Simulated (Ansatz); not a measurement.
Ca2Si (fluorite or antifluorite type, Fm-3m), DFT-r²SCAN in the program Ansatz with PAW potentials. The conduction-band minimum lies at X, with 3 equivalent valleys. Second derivatives d²E/dk² of the lowest band at one valley (eV·Å²), along Cartesian directions:

```csv
direction,d²E/dk²
[100],15.42
[010],18.79
[001],18.79
[110],17.11
[101],17.11
[011],18.77
```

Question: Find the principal effective masses, the density-of-states mass and the conductivity mass.

Answer: Off-diagonal terms follow from H_xy = H[110] − (H_xx + H_yy)/2, and m*/mₑ = 7.620 eV·Å² over each eigenvalue: 0.41, 0.41, 0.49. One valley's DOS mass (m₁m₂m₃)^(1/3) = 0.43, conductivity mass 3/(Σ 1/mᵢ) = 0.43 mₑ.

Question: What effective density of states Nc follows at 300 K for parabolic valleys?

Answer: Nc = 2.509e19 × 3 × (0.43)^(3/2) ≈ 2.1e19 cm⁻³.

The first step of the workflow began from a Materials Project structure, measured or hypothetical; the Crystallography Open Database copy checked does not list it. Its standing as an ambient phase is unchecked. The r²SCAN relaxation kept the symmetry of its start; whether a distortion lowers the energy is not shown.

Potentials: the later of the program's two PAW sets.

Edges and masses are those of Kohn–Sham bands, whose gap is no quasiparticle gap.
